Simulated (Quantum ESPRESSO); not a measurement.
Sn2ScIr4Pt, input and log of a self-consistent run

Simulated, not a measurement. The program is pw.x of Quantum ESPRESSO 7.5 (plane-wave density functional theory). The cell is made up: eight metal atoms on a hexagonal close-packed lattice, with elements, volume, strain and displacements drawn at random and not relaxed, so it may be unstable or far from any real phase. PseudoDojo standard norm-conserving files set the functional (PBE unless stated); there is no spin polarisation or spin-orbit coupling, the Fermi-Dirac width of 0.25 eV means electrons at about 2900 K, and the masses in the input are unused placeholders. The tin pseudopotential is less sure than most, with forces differing by about three percent from a second method on plain tin. Heavy elements are run without spin-orbit coupling, which real alloys of them have. A spin test at this wide smearing found no moment, but such smearing suppresses magnetism that the real alloy may have.

Input:

```
&control calculation='scf', pseudo_dir='./dojo.nc.sr.pbe.v0_5.standard.upf', outdir='./o', disk_io='minimal', tprnfor=.true., tstress=.true. /
&system ibrav=0, nat=8, ntyp=4, nbnd=79, ecutwfc=84.00895049, nosym=.true., tot_charge=0,
 occupations='smearing', smearing='fd', degauss=0.0183746611
/
&electrons conv_thr=1.470e-08, electron_maxstep=70, mixing_beta=0.5 /
ATOMIC_SPECIES
Ir 1.0 Ir.upf
Pt 1.0 Pt.upf
Sc 1.0 Sc.upf
Sn 1.0 Sn.upf
CELL_PARAMETERS angstrom
2.9593 0.0 0.0
0.0 5.1257 0.0
0.0 0.0 9.4892
ATOMIC_POSITIONS angstrom
Sn -0.0429 0.1264 -0.1224
Sn 0.0254 -0.0081 4.6518
Sc 0.0311 1.9897 2.4999
Ir 0.0999 1.535 7.0953
Ir 1.4057 2.4019 -0.1015
Pt 1.5522 2.3018 4.5631
Ir 1.5943 4.1766 2.3045
Ir 1.5815 4.2942 7.0676
K_POINTS automatic
8 5 3 1 1 1
```

The log is shortened where brackets say so; the opening notice, blank lines, dates and the lines on written files are dropped, and the path of the files is cut. It prints rydbergs, bohrs and kilobars, and counts compression as positive stress. Its total energy is the free energy E - TS of the whole cell.

```
     Program PWSCF v.7.5
     Parallel version (MPI & OpenMP), running on       4 processor cores
     Number of MPI processes:                 4
     Threads/MPI process:                     1
     [start-up lines left out]
     bravais-lattice index     =            0
     lattice parameter (alat)  =       5.5923  a.u.
     unit-cell volume          =     971.3335 (a.u.)^3
     number of atoms/cell      =            8
     number of atomic types    =            4
     number of electrons       =       125.00
     number of Kohn-Sham states=           79
     kinetic-energy cutoff     =      84.0090  Ry
     charge density cutoff     =     336.0358  Ry
     scf convergence threshold =      1.5E-08
     mixing beta               =       0.5000
     number of iterations used =            8  plain     mixing
     Exchange-correlation= PBE
                           (   1   4   3   4   0   0   0)
     [axes and pseudopotential details left out]
   Cartesian axes
     site n.     atom                  positions (alat units)
         1        Sn     tau(   1) = (  -0.0144967   0.0427128  -0.0413611  )
         2        Sn     tau(   2) = (   0.0085831  -0.0027371   1.5719258  )
         3        Sc     tau(   3) = (   0.0105092   0.6723549   0.8447606  )
         4        Ir     tau(   4) = (   0.0337580   0.5187037   2.3976278  )
         5        Ir     tau(   5) = (   0.4750110   0.8116446  -0.0342987  )
         6        Pt     tau(   6) = (   0.5245159   0.7778191   1.5419525  )
         7        Ir     tau(   7) = (   0.5387423   1.4113473   0.7787315  )
         8        Ir     tau(   8) = (   0.5344169   1.4510864   2.3882675  )
     number of k points=    60  Fermi-Dirac smearing, width (Ry)=  0.0184
                       cart. coord. in units 2pi/alat
        k(    1) = (   0.0625000   0.0577346   0.0519766), wk =   0.0333333
        k(    2) = (   0.0625000   0.0577346  -0.1559299), wk =   0.0333333
     [further k points left out]
     Dense  grid:   101149 G-vectors     FFT dimensions: (  36,  60, 108)
     Estimated max dynamical RAM per process >     428.60 MB
     Estimated total dynamical RAM >       1.60 GB
     Initial potential from superposition of free atoms
     starting charge     124.9935, renormalised to     125.0000
     Starting wfcs are   78 randomized atomic wfcs +    1 random wfcs
     total cpu time spent up to now is        6.0 secs
     per-process dynamical memory:   336.8 Mb
     Self-consistent Calculation
     iteration #  1     ecut=    84.01 Ry     beta= 0.50
     Davidson diagonalization with overlap
     ethr =  1.00E-02,  avg # of iterations =  3.0
     total cpu time spent up to now is       23.6 secs
     total energy              =   -1593.33994070 Ry
     estimated scf accuracy    <       1.97138664 Ry
     iteration #  2     ecut=    84.01 Ry     beta= 0.50
     Davidson diagonalization with overlap
     ethr =  1.58E-03,  avg # of iterations =  4.0
     total cpu time spent up to now is       43.6 secs
     total energy              =   -1590.75401633 Ry
     estimated scf accuracy    <      59.70973523 Ry
     iteration #  3     ecut=    84.01 Ry     beta= 0.50
     Davidson diagonalization with overlap
     ethr =  1.58E-03,  avg # of iterations =  4.5
     total cpu time spent up to now is       63.0 secs
     total energy              =   -1593.83476449 Ry
     estimated scf accuracy    <      10.10994256 Ry
     iteration #  4     ecut=    84.01 Ry     beta= 0.50
     Davidson diagonalization with overlap
     ethr =  1.58E-03,  avg # of iterations =  2.2
     total cpu time spent up to now is       78.5 secs
     total energy              =   -1594.31553054 Ry
     estimated scf accuracy    <       2.92664646 Ry
     iteration #  5     ecut=    84.01 Ry     beta= 0.50
     Davidson diagonalization with overlap
     ethr =  1.58E-03,  avg # of iterations =  1.0
     total cpu time spent up to now is       91.9 secs
     total energy              =   -1594.48020025 Ry
     estimated scf accuracy    <       0.41502687 Ry
     [iterations 6 to 15 left out]
     iteration # 16     ecut=    84.01 Ry     beta= 0.50
     Davidson diagonalization with overlap
     ethr =  1.14E-09,  avg # of iterations =  1.1
     total cpu time spent up to now is      265.6 secs
     total energy              =   -1594.51369610 Ry
     estimated scf accuracy    <       0.00000031 Ry
     iteration # 17     ecut=    84.01 Ry     beta= 0.50
     Davidson diagonalization with overlap
     ethr =  2.49E-10,  avg # of iterations =  2.0
     total cpu time spent up to now is      280.9 secs
     total energy              =   -1594.51369611 Ry
     estimated scf accuracy    <       0.00000014 Ry
     iteration # 18     ecut=    84.01 Ry     beta= 0.50
     Davidson diagonalization with overlap
     ethr =  1.15E-10,  avg # of iterations =  1.7
     total cpu time spent up to now is      295.1 secs
     total energy              =   -1594.51369612 Ry
     estimated scf accuracy    <       0.00000004 Ry
     iteration # 19     ecut=    84.01 Ry     beta= 0.50
     Davidson diagonalization with overlap
     ethr =  3.17E-11,  avg # of iterations =  2.8
     total cpu time spent up to now is      310.8 secs
     total energy              =   -1594.51369613 Ry
     estimated scf accuracy    <       0.00000002 Ry
     iteration # 20     ecut=    84.01 Ry     beta= 0.50
     Davidson diagonalization with overlap
     ethr =  1.74E-11,  avg # of iterations =  1.6
     total cpu time spent up to now is      325.5 secs
     End of self-consistent calculation
     [lines on levels left out]
!    total energy              =   -1594.51369613 Ry
     estimated scf accuracy    <          1.1E-09 Ry
     smearing contrib. (-TS)   =      -0.09455076 Ry
     internal energy E=F+TS    =   -1594.41914537 Ry
     The total energy is F=E-TS. E is the sum of the following terms:
     one-electron contribution =    -412.47789617 Ry
     hartree contribution      =     280.89336127 Ry
     xc contribution           =    -326.90521004 Ry
     ewald contribution        =   -1135.92940043 Ry
     convergence has been achieved in  20 iterations
     Forces acting on atoms (cartesian axes, Ry/au):
     atom    1 type  4   force =    -0.00238126   -0.06271815    0.03495522
     atom    2 type  4   force =     0.00436531   -0.06859161    0.02558234
     atom    3 type  3   force =     0.00878052   -0.01492046   -0.10515100
     atom    4 type  1   force =    -0.00665869    0.05357924   -0.01184206
     atom    5 type  1   force =     0.01463426    0.04039119   -0.00787630
     atom    6 type  2   force =    -0.00974489    0.04358634    0.08427635
     atom    7 type  1   force =    -0.00591798    0.04466781   -0.01522169
     atom    8 type  1   force =    -0.00307728   -0.03599435   -0.00472287
     Total force =     0.198860     Total SCF correction =     0.000107
     Computing stress (Cartesian axis) and pressure
          total   stress  (Ry/bohr**3)                   (kbar)     P=      -51.10
  -0.00012813  -0.00003006   0.00000739          -18.85       -4.42        1.09
  -0.00003006  -0.00039914  -0.00012301           -4.42      -58.72      -18.10
   0.00000739  -0.00012301  -0.00051487            1.09      -18.10      -75.74
     init_run     :      5.55s CPU      5.84s WALL (       1 calls)
     electrons    :    311.98s CPU    319.47s WALL (       1 calls)
     forces       :      3.11s CPU      3.14s WALL (       1 calls)
     stress       :     10.64s CPU     10.87s WALL (       1 calls)
     [timing details left out]
     PWSCF        :   5m31.51s CPU   5m39.57s WALL
     JOB DONE.
```

In other units: free energy -21694.464 eV for the cell, pressure -5.11 GPa, largest force component 2.704 eV/Å in size. The run took 341 s of wall time with four MPI processes on a shared machine (Intel Xeon, 2023 or later, virtual cores), so the time is rough. A rerun of this cell at a higher cutoff and on a denser mesh moved values by no more than 0.009 eV in energy, 0.12 GPa in stress and 0.013 eV/Å in force, and a second program with other atomic files agreed on that cell to 2 % rms in force and 0.5 GPa in pressure.